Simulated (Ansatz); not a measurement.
NbN:
```yaml
crystal:
  lattice:
    - [0.00000, 2.21076, 2.21076]
    - [2.21076, 0.00000, 2.21076]
    - [2.21076, 2.21076, 0.00000]
  atoms:
    - { symbol: Nb, position: [0.50000, 0.50000, 0.50000] }
    - { symbol: N, position: [0.00000, 0.00000, 0.00000] }
```

Relaxed with PBE.

Question: List the phonon frequencies at the special points (DFPT on a 5×5×5 q-mesh, Fourier-interpolated; the program Ansatz at the PBE level (PAW)).

Answer: In cm⁻¹; no LO–TO term at Γ, as the run had none.

```
q                 frequencies
-  --------------------------
Γ           0 0 0 375 375 375
X  228i 109i 109i 433 433 448
U    230i 107i 42 426 496 502
K    230i 107i 42 426 496 502
L     133 133 169 498 539 539
W   153i 153i 178 429 429 563
```

Space group Fm-3m (rock salt). The PBE relaxation kept the symmetry of its start. At this level the phase is dynamically unstable (imaginary phonons). The run is not spin-polarised. As this level gives no gap, phonon frequencies hold no LO–TO term and depend on the k-mesh and smearing (Fermi–Dirac, 0.1 eV here).

Potentials: the later of the program's two PAW sets.
